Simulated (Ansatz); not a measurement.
A geometry of C away from equilibrium: the start of the relaxation of a relaxed C cell, doubled along one cell vector, shaken by Gaussian noise of σ = 0.08 Å a coordinate. Calculation: r2SCAN (plane waves to 500 eV, PAW, scalar-relativistic; Ansatz, an electronic-structure program). Γ-centred k-mesh 11×11×6 on the run's cell (coarser than for final values), Fermi–Dirac smearing 0.05 eV.

```xyz
4
Lattice="0.0000 1.7801 1.7801 1.7801 0.0000 1.7801 3.5603 3.5603 0.0000" Properties=species:S:1:pos:R:3:forces:R:3 pbc="T T T" free_energy=-1004.002 pressure_GPa=20.3
C      2.7756     2.5570     2.5278   -3.9910    2.3888    1.7148
C      4.6110     4.4819     2.6226   -7.3906   -3.5711    3.7836
C      1.6401     1.8287     1.8091    7.5890    1.3083   -3.7287
C      3.5585     3.5834     1.8091    3.7924   -0.1261   -1.7697
```

Positions in Å, forces in eV/Å, free energy of the cell in eV (comparable only within this code, potentials and settings). Largest force: 9.04 eV/Å, on C2 (atoms numbered as listed); the geometry lies 0.55 eV/atom above the end of its relaxation.

No spin polarisation in the result.
